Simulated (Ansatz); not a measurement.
KMgF₃: the volume at rest

KMgF₃ in the perovskite structure, starting from this typed cell of 13.29 Å³ an atom.

```xyz
5
Lattice="4.0500 0.0000 0.0000 0.0000 4.0500 0.0000 0.0000 0.0000 4.0500" Properties=species:S:1:pos:R:3 pbc="T T T"
K     0.0000    0.0000    0.0000
Mg    2.0250    2.0250    2.0250
F     2.0250    2.0250    0.0000
F     2.0250    0.0000    2.0250
F     0.0000    2.0250    2.0250
```

Settings of the Ansatz calculation: k mesh 4×4×4; fixed occupations; no spin. Cell and atoms are relaxed to zero stress with the symmetry kept and no dispersion correction.

Caveats: coarse k mesh.

Problem. What volume results under PBE, LDA, PBEsol, and how much do the potentials matter?

Solution. 
| functional | potentials | cutoff (eV) | volume (Å³/atom) | change (%) |
| --- | --- | --- | --- | --- |
| PBE | all-electron PAW datasets (no frozen core) | 460 | 13.33 | 0.3 |
| PBE | Ansatz hand-made PAW | 1050 | 13.33 | 0.3 |
| PBE | PseudoDojo norm-conserving | 1143 | 13.30 | 0.1 |
| PBE | Ansatz norm-conserving | 1320 | 13.34 | 0.4 |
| LDA | Ansatz hand-made PAW | 1050 | 11.95 | -10.0 |
| LDA | PseudoDojo norm-conserving | 1143 | 11.93 | -10.2 |
| PBEsol | Ansatz hand-made PAW | 1050 | 12.72 | -4.3 |
| PBEsol | PseudoDojo norm-conserving | 1143 | 12.69 | -4.5 |

From smallest to largest: LDA, PBEsol, PBE.
